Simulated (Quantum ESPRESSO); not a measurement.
## Al2ZnF7Cl (one run as intended and one with a planted mistake)

Simulated, not a measurement. The program is pw.x of Quantum ESPRESSO 7.5 (plane-wave density functional theory). The cell is made up: 11 atoms on a rutile lattice with one site empty, with randomly drawn elements, strain and displacements, not relaxed. PseudoDojo standard norm-conserving files (v0.5 for PBE, v0.4.1 for LDA and PBEsol) set the functional; there is no spin polarisation, spin-orbit coupling or dispersion term, and the masses in the input are unused placeholders.

Intended input:

```
&control calculation='scf', pseudo_dir='./dojo.nc.sr.pbe.v0_5.standard.upf', outdir='./o', disk_io='low', tprnfor=.true., tstress=.true. /
&system ibrav=0, nat=11, ntyp=4, nbnd=47, ecutwfc=84.00895049, nosym=.true., tot_charge=0,
 occupations='smearing', smearing='fd', degauss=0.0018374661
/
&electrons conv_thr=7.350e-09, electron_maxstep=60, /
ATOMIC_SPECIES
Al 1.0 Al.upf
Cl 1.0 Cl.upf
F 1.0 F.upf
Zn 1.0 Zn.upf
CELL_PARAMETERS angstrom
4.8825 0.0 0.0
0.0 4.8825 0.0
0.0 0.0 6.4912
ATOMIC_POSITIONS angstrom
Al 0.023 0.0716 -0.006
Al -0.0837 0.0461 3.3473
Zn 2.4569 2.491 4.8664
F 1.4866 1.5065 -0.0684
F 3.4233 3.3768 -0.0608
F 3.9355 0.931 1.6194
F 0.9547 4.0215 1.671
Cl 1.456 1.5358 3.3402
F 3.4868 3.3129 3.3969
F 3.912 0.9003 4.9141
F 1.0175 3.9189 4.8351
K_POINTS automatic
5 5 4 1 1 1
```

The log is shortened where brackets say so; the opening notice, blank lines, dates and the lines on written files are dropped, and the path of the files is cut. It prints rydbergs, bohrs and kilobars, and counts compression as positive stress. Where no state is partly filled, the Fermi energy that it prints is only some level between the filled and the empty states on the mesh, and need not lie in the true gap.

Log of the intended run:

```
     Program PWSCF v.7.5
     Parallel version (MPI & OpenMP), running on       4 processor cores
     Number of MPI processes:                 4
     Threads/MPI process:                     1
     [start-up lines left out]
     bravais-lattice index     =            0
     lattice parameter (alat)  =       9.2266  a.u.
     unit-cell volume          =    1044.2539 (a.u.)^3
     number of atoms/cell      =           11
     number of atomic types    =            4
     number of electrons       =        82.00
     number of Kohn-Sham states=           47
     kinetic-energy cutoff     =      84.0090  Ry
     charge density cutoff     =     336.0358  Ry
     scf convergence threshold =      7.3E-09
     mixing beta               =       0.7000
     number of iterations used =            8  plain     mixing
     Exchange-correlation= PBE
                           (   1   4   3   4   0   0   0)
     [axes and pseudopotential details left out]
   Cartesian axes
     site n.     atom                  positions (alat units)
         1        Al     tau(   1) = (   0.0047107   0.0146646  -0.0012289  )
         2        Al     tau(   2) = (  -0.0171429   0.0094419   0.6855709  )
         3        Zn     tau(   3) = (   0.5032053   0.5101895   0.9967025  )
         4        F      tau(   4) = (   0.3044752   0.3085509  -0.0140092  )
         5        F      tau(   5) = (   0.7011367   0.6916129  -0.0124526  )
         6        F      tau(   6) = (   0.8060420   0.1906810   0.3316743  )
         7        F      tau(   7) = (   0.1955351   0.8236559   0.3422427  )
         8        Cl     tau(   8) = (   0.2982079   0.3145520   0.6841167  )
         9        F      tau(   9) = (   0.7141423   0.6785253   0.6957296  )
        10        F      tau(  10) = (   0.8012289   0.1843932   1.0064721  )
        11        F      tau(  11) = (   0.2083973   0.8026421   0.9902919  )
     number of k points=    50  Fermi-Dirac smearing, width (Ry)=  0.0018
                       cart. coord. in units 2pi/alat
        k(    1) = (   0.1000000   0.1000000   0.0940215), wk =   0.0400000
        k(    2) = (   0.1000000   0.1000000   0.2820646), wk =   0.0400000
     [further k points left out]
     Dense  grid:   108555 G-vectors     FFT dimensions: (  54,  54,  72)
     Estimated max dynamical RAM per process >     284.95 MB
     Estimated total dynamical RAM >       1.04 GB
     Initial potential from superposition of free atoms
     starting charge      81.9949, renormalised to      82.0000
     Starting wfcs are   50 randomized atomic wfcs
     total cpu time spent up to now is        4.9 secs
     per-process dynamical memory:   217.1 Mb
     Self-consistent Calculation
     iteration #  1     ecut=    84.01 Ry     beta= 0.70
     Davidson diagonalization with overlap
     ethr =  1.00E-02,  avg # of iterations =  2.9
     total cpu time spent up to now is       14.9 secs
     total energy              =    -805.52510905 Ry
     estimated scf accuracy    <       1.36282234 Ry
     iteration #  2     ecut=    84.01 Ry     beta= 0.70
     Davidson diagonalization with overlap
     ethr =  1.66E-03,  avg # of iterations =  2.2
     total cpu time spent up to now is       25.6 secs
     total energy              =    -805.84880486 Ry
     estimated scf accuracy    <       1.39466464 Ry
     [iterations 3 to 9 left out]
     iteration # 10     ecut=    84.01 Ry     beta= 0.70
     Davidson diagonalization with overlap
     ethr =  1.27E-10,  avg # of iterations =  2.0
     total cpu time spent up to now is      107.7 secs
     total energy              =    -806.13384747 Ry
     estimated scf accuracy    <       0.00000001 Ry
     iteration # 11     ecut=    84.01 Ry     beta= 0.70
     Davidson diagonalization with overlap
     ethr =  1.47E-11,  avg # of iterations =  2.0
     total cpu time spent up to now is      117.4 secs
     End of self-consistent calculation
     [lines on levels left out]
     the Fermi energy is     3.5993 ev
!    total energy              =    -806.13384748 Ry
     estimated scf accuracy    <          2.6E-09 Ry
     smearing contrib. (-TS)   =       0.00000000 Ry
     internal energy E=F+TS    =    -806.13384748 Ry
     The total energy is F=E-TS. E is the sum of the following terms:
     one-electron contribution =    -643.19260940 Ry
     hartree contribution      =     358.48748265 Ry
     xc contribution           =    -135.63197113 Ry
     ewald contribution        =    -385.79674959 Ry
     convergence has been achieved in  11 iterations
     Forces acting on atoms (cartesian axes, Ry/au):
     atom    1 type  1   force =     0.01072898   -0.00492587    0.08867027
     atom    2 type  1   force =    -0.04336120   -0.08632501   -0.07715426
     atom    3 type  4   force =     0.04621710    0.04137579    0.11296101
     atom    4 type  3   force =    -0.07925894   -0.07756314   -0.00667501
     atom    5 type  3   force =     0.06495394    0.06654293   -0.02541573
     atom    6 type  3   force =     0.05820470   -0.06491834   -0.00612232
     atom    7 type  3   force =    -0.07258605    0.05805899   -0.01808216
     atom    8 type  2   force =    -0.04141543   -0.04452955   -0.10355125
     atom    9 type  3   force =     0.07940428    0.09807486    0.00033425
     atom   10 type  3   force =     0.06117567   -0.06583512    0.01120612
     atom   11 type  3   force =    -0.08406305    0.08004446    0.02382908
     Total force =     0.361560     Total SCF correction =     0.000073
     Computing stress (Cartesian axis) and pressure
          total   stress  (Ry/bohr**3)                   (kbar)     P=      -97.07
  -0.00053353  -0.00015743   0.00011317          -78.49      -23.16       16.65
  -0.00015743  -0.00055445   0.00013076          -23.16      -81.56       19.24
   0.00011317   0.00013076  -0.00089155           16.65       19.24     -131.15
     init_run     :      4.54s CPU      4.77s WALL (       1 calls)
     electrons    :    112.01s CPU    112.58s WALL (       1 calls)
     forces       :      1.95s CPU      1.96s WALL (       1 calls)
     stress       :      6.79s CPU      6.98s WALL (       1 calls)
     [timing details left out]
     PWSCF        :   2m 5.47s CPU   2m 6.51s WALL
     JOB DONE.
```

A second run has one planted mistake: the cell has the wrong charge. The input lines that differ, file-writing options aside:

```
- &system ibrav=0, nat=11, ntyp=4, nbnd=47, ecutwfc=84.00895049, nosym=.true., tot_charge=0,
+ &system ibrav=0, nat=11, ntyp=4, nbnd=47, ecutwfc=84.00895049, nosym=.true., tot_charge=1,
```

Its log:

```
     Program PWSCF v.7.5
     Parallel version (MPI & OpenMP), running on       4 processor cores
     Number of MPI processes:                 4
     Threads/MPI process:                     1
     [start-up lines left out]
     bravais-lattice index     =            0
     lattice parameter (alat)  =       9.2266  a.u.
     unit-cell volume          =    1044.2539 (a.u.)^3
     number of atoms/cell      =           11
     number of atomic types    =            4
     number of electrons       =        81.00
     number of Kohn-Sham states=           47
     kinetic-energy cutoff     =      84.0090  Ry
     charge density cutoff     =     336.0358  Ry
     scf convergence threshold =      7.3E-09
     mixing beta               =       0.7000
     number of iterations used =            8  plain     mixing
     Exchange-correlation= PBE
                           (   1   4   3   4   0   0   0)
     [axes and pseudopotential details left out]
   Cartesian axes
     site n.     atom                  positions (alat units)
         1        Al     tau(   1) = (   0.0047107   0.0146646  -0.0012289  )
         2        Al     tau(   2) = (  -0.0171429   0.0094419   0.6855709  )
         3        Zn     tau(   3) = (   0.5032053   0.5101895   0.9967025  )
         4        F      tau(   4) = (   0.3044752   0.3085509  -0.0140092  )
         5        F      tau(   5) = (   0.7011367   0.6916129  -0.0124526  )
         6        F      tau(   6) = (   0.8060420   0.1906810   0.3316743  )
         7        F      tau(   7) = (   0.1955351   0.8236559   0.3422427  )
         8        Cl     tau(   8) = (   0.2982079   0.3145520   0.6841167  )
         9        F      tau(   9) = (   0.7141423   0.6785253   0.6957296  )
        10        F      tau(  10) = (   0.8012289   0.1843932   1.0064721  )
        11        F      tau(  11) = (   0.2083973   0.8026421   0.9902919  )
     number of k points=    50  Fermi-Dirac smearing, width (Ry)=  0.0018
                       cart. coord. in units 2pi/alat
        k(    1) = (   0.1000000   0.1000000   0.0940215), wk =   0.0400000
        k(    2) = (   0.1000000   0.1000000   0.2820646), wk =   0.0400000
     [further k points left out]
     Dense  grid:   108555 G-vectors     FFT dimensions: (  54,  54,  72)
     Estimated max dynamical RAM per process >     284.95 MB
     Estimated total dynamical RAM >       1.04 GB
     Initial potential from superposition of free atoms
     starting charge      81.9949, renormalised to      81.0000
     Starting wfcs are   50 randomized atomic wfcs
     total cpu time spent up to now is        4.9 secs
     per-process dynamical memory:   217.1 Mb
     Self-consistent Calculation
     iteration #  1     ecut=    84.01 Ry     beta= 0.70
     Davidson diagonalization with overlap
     ethr =  1.00E-02,  avg # of iterations =  3.3
     total cpu time spent up to now is       15.3 secs
     total energy              =    -805.13202212 Ry
     estimated scf accuracy    <       2.28654947 Ry
     iteration #  2     ecut=    84.01 Ry     beta= 0.70
     Davidson diagonalization with overlap
     ethr =  2.82E-03,  avg # of iterations =  4.3
     total cpu time spent up to now is       27.2 secs
     total energy              =    -805.46017204 Ry
     estimated scf accuracy    <       4.20324338 Ry
     [iterations 3 to 14 left out]
     iteration # 15     ecut=    84.01 Ry     beta= 0.70
     Davidson diagonalization with overlap
     ethr =  7.82E-10,  avg # of iterations =  2.0
     total cpu time spent up to now is      141.2 secs
     total energy              =    -806.25064129 Ry
     estimated scf accuracy    <       0.00000005 Ry
     iteration # 16     ecut=    84.01 Ry     beta= 0.70
     Davidson diagonalization with overlap
     ethr =  6.31E-11,  avg # of iterations =  2.0
     total cpu time spent up to now is      150.0 secs
     End of self-consistent calculation
     [lines on levels left out]
     the Fermi energy is     1.2392 ev
!    total energy              =    -806.25064129 Ry
     estimated scf accuracy    <          5.6E-09 Ry
     smearing contrib. (-TS)   =      -0.00192414 Ry
     internal energy E=F+TS    =    -806.24871716 Ry
     The total energy is F=E-TS. E is the sum of the following terms:
     one-electron contribution =    -641.88249478 Ry
     hartree contribution      =     356.00131640 Ry
     xc contribution           =    -134.57078918 Ry
     ewald contribution        =    -385.79674959 Ry
     convergence has been achieved in  16 iterations
     Forces acting on atoms (cartesian axes, Ry/au):
     atom    1 type  1   force =    -0.00123668   -0.00660789    0.07577092
     atom    2 type  1   force =    -0.06606026   -0.09743604   -0.06428089
     atom    3 type  4   force =     0.05629729    0.05117315    0.12499736
     atom    4 type  3   force =    -0.05931644   -0.05827739   -0.02146511
     atom    5 type  3   force =     0.04942748    0.05057319   -0.03289577
     atom    6 type  3   force =     0.06101476   -0.06136268   -0.00021806
     atom    7 type  3   force =    -0.06266056    0.05786429   -0.00861911
     atom    8 type  2   force =    -0.02173363   -0.02614584   -0.10829702
     atom    9 type  3   force =     0.06031643    0.07661646    0.00960836
     atom   10 type  3   force =     0.05970959   -0.06020381    0.00702006
     atom   11 type  3   force =    -0.07575798    0.07380656    0.01837927
     Total force =     0.338721     Total SCF correction =     0.000142
     Computing stress (Cartesian axis) and pressure
          total   stress  (Ry/bohr**3)                   (kbar)     P=     -211.23
  -0.00124734  -0.00006115   0.00012810         -183.49       -9.00       18.84
  -0.00006115  -0.00128895   0.00013356           -9.00     -189.61       19.65
   0.00012810   0.00013356  -0.00177145           18.84       19.65     -260.59
     init_run     :      4.39s CPU      4.59s WALL (       1 calls)
     electrons    :    144.59s CPU    145.14s WALL (       1 calls)
     forces       :      1.94s CPU      1.96s WALL (       1 calls)
     stress       :      6.67s CPU      6.83s WALL (       1 calls)
     [timing details left out]
     PWSCF        :   2m37.93s CPU   2m38.90s WALL
     JOB DONE.
```

|  | intended run | run with the mistake |
| --- | --- | --- |
| free energy (eV) | -10968.010 | -10969.599 |
| smearing term -TS (eV) | 0.0000 | -0.0262 |
| pressure (GPa) | -9.71 | -21.12 |
| largest force component (eV/Å) | 2.904 | 3.214 |
| largest change of a force component (eV/Å) |  | 0.584 |
| iterations | 11 | 16 |

For scale, a rerun of the intended cell at 1437 eV and a 7 x 7 x 6 mesh moved values by no more than 0.003 eV in energy, 0.02 GPa in stress and 0.002 eV/Å in force. The charged cell sits in a uniform background, so its energy and stress rest on the program's zero of potential.